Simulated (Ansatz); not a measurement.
# Structure types of TiSi compared at 40 GPa

Structure types of TiSi are relaxed in primitive cells with their symmetry kept at 40 GPa, on PAW files; LAPW relaxes the small cells further and takes the PAW cell for the others (marked *). The enthalpy is E + pV at zero temperature, without zero-point motion. Only the types listed were tried, and differences under about 5 meV/atom are mesh noise. The real phase may be another.

Level of theory: DFT with PBEsol, scalar-relativistic, in Ansatz 0.2.0; Fermi–Dirac smearing of 0.1 eV, no spin polarisation. LAPW: all electrons, basis error target 0.5 meV/atom; PAW: frozen-core files, cutoff 420 eV.

k meshes: rocksalt 14×14×14, CsCl 14×14×14, zincblende 12×12×12, WC 14×14×13, anti NiAs 11×11×6.

The PAW files were made under PBE.

Problem. Which type is lowest in enthalpy, and by how much?

Solution. distorted WC, 205 meV/atom below CsCl. The whole table:

```csv
start type,ends as,"a, b, c (Å)",V (Å³/atom),"H − H(lowest), LAPW (meV/atom)","same, PAW"
rocksalt,"rocksalt, Fm-3m","4.686, 4.686, 4.686",12.86,342.6,344.5
CsCl,"CsCl, Pm-3m","2.881, 2.881, 2.881",11.95,205.0,205.0
zincblende,"zincblende, F-43m","5.094, 5.094, 5.094",16.53,2765.7,2769.1
WC,"distorted WC, P-6m2","2.624, 2.624, 4.028",12.01,0.0,0.0
anti NiAs*,"anti NiAs, P6_3/mmc","3.534, 3.534, 4.805",12.99,233.5,235.5
```

Problem. Split the lead of distorted WC over CsCl into energy and pV.

Solution. For CsCl less distorted WC: ΔE = +220.5 meV/atom, and p·ΔV = 40 GPa × -0.0621 Å³ × 6.242 meV/(GPa·Å³) = -15.5 meV/atom, together 205.0 meV/atom. distorted WC wins by its internal energy, though it is the less dense.
